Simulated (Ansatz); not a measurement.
Sb:
```cif
data_Sb6
_chemical_formula_sum 'Sb6'
_space_group_name_H-M_alt 'R-3m :H'
_space_group_IT_number 166
_space_group_name_Hall '-R 3 2"'
_cell_length_a 4.37525
_cell_length_b 4.37525
_cell_length_c 11.53667
_cell_angle_alpha 90.000
_cell_angle_beta 90.000
_cell_angle_gamma 120.000
loop_
_atom_site_label
_atom_site_type_symbol
_atom_site_symmetry_multiplicity
_atom_site_Wyckoff_symbol
_atom_site_fract_x
_atom_site_fract_y
_atom_site_fract_z
_atom_site_occupancy
Sb1 Sb 6 c 0.00000 0.00000 0.26732 1
```
(The calculation used a cell of 2 atoms; values per cell refer to that cell.)

Relaxed with PBE (plane waves, PAW; program Ansatz). Indices refer to the conventional cell of R-3m, a = b = 4.375 Å, c = 11.537 Å, α = β = 90.00°, γ = 120.00°.

### Question
Simulate the powder diffraction pattern (neutron, λ = 1.5401 Å; lines above 1 %) up to 2θ = 90°.

### Answer
Simulated powder pattern, neutron, λ = 1.5401 Å (kinematic, ideal powder, no thermal factors, coherent scattering alone; the 30 strongest lines at most, above 1 %, up to 2θ = 90°):

```json
[
 {"2θ (°)": "23.10", "d (Å)": "3.846", "I/Imax (%)": "5.2", "hkl": "(0003)"},
 {"2θ (°)": "24.70", "d (Å)": "3.600", "I/Imax (%)": "1.6", "hkl": "(1 0 -1 1)"},
 {"2θ (°)": "28.15", "d (Å)": "3.167", "I/Imax (%)": "100", "hkl": "(0 1 -1 2)"},
 {"2θ (°)": "39.21", "d (Å)": "2.295", "I/Imax (%)": "47", "hkl": "(1 0 -1 4)"},
 {"2θ (°)": "41.22", "d (Å)": "2.188", "I/Imax (%)": "52", "hkl": "(1 1 -2 0)"},
 {"2θ (°)": "46.00", "d (Å)": "1.971", "I/Imax (%)": "11", "hkl": "(0 1 -1 5)"},
 {"2θ (°)": "47.22", "d (Å)": "1.923", "I/Imax (%)": "8.6", "hkl": "(0006)"},
 {"2θ (°)": "47.78", "d (Å)": "1.901", "I/Imax (%)": "8.2", "hkl": "(1 1 -2 3)"},
 {"2θ (°)": "50.66", "d (Å)": "1.800", "I/Imax (%)": "35", "hkl": "(2 0 -2 2)"},
 {"2θ (°)": "58.20", "d (Å)": "1.583", "I/Imax (%)": "24", "hkl": "(0 2 -2 4)"},
 {"2θ (°)": "61.26", "d (Å)": "1.511", "I/Imax (%)": "13", "hkl": "(1 0 -1 7)"},
 {"2θ (°)": "63.46", "d (Å)": "1.464", "I/Imax (%)": "6.8", "hkl": "(2 0 -2 5)"},
 {"2θ (°)": "64.44", "d (Å)": "1.444", "I/Imax (%)": "32", "hkl": "(1 1 -2 6)"},
 {"2θ (°)": "67.29", "d (Å)": "1.390", "I/Imax (%)": "45", "hkl": "(1 2 -3 2)"},
 {"2θ (°)": "69.69", "d (Å)": "1.348", "I/Imax (%)": "9.3", "hkl": "(0 1 -1 8)"},
 {"2θ (°)": "73.79", "d (Å)": "1.283", "I/Imax (%)": "34", "hkl": "(2 1 -3 4)"},
 {"2θ (°)": "73.84", "d (Å)": "1.282", "I/Imax (%)": "4.8", "hkl": "(0009)"},
 {"2θ (°)": "75.13", "d (Å)": "1.263", "I/Imax (%)": "20", "hkl": "(3 0 -3 0)"},
 {"2θ (°)": "76.53", "d (Å)": "1.243", "I/Imax (%)": "9.5", "hkl": "(0 2 -2 7)"},
 {"2θ (°)": "78.52", "d (Å)": "1.217", "I/Imax (%)": "10", "hkl": "(1 2 -3 5)"},
 {"2θ (°)": "79.84", "d (Å)": "1.200", "I/Imax (%)": "3.9", "hkl": "(3 0 -3 3)+(0 3 -3 3)"},
 {"2θ (°)": "84.30", "d (Å)": "1.147", "I/Imax (%)": "7.5", "hkl": "(2 0 -2 8)"},
 {"2θ (°)": "88.26", "d (Å)": "1.106", "I/Imax (%)": "24", "hkl": "(1 1 -2 9)"},
 {"2θ (°)": "88.49", "d (Å)": "1.104", "I/Imax (%)": "3.7", "hkl": "(1 0 -1 10)"},
 {"2θ (°)": "89.50", "d (Å)": "1.094", "I/Imax (%)": "17", "hkl": "(2 2 -4 0)"}
]
```

The cell was relaxed with PBE under the symmetry of its start. Scalar-relativistic: spin–orbit coupling is off unless named, which matters more the heavier the elements.

Potentials: the earlier of the program's two PAW sets.
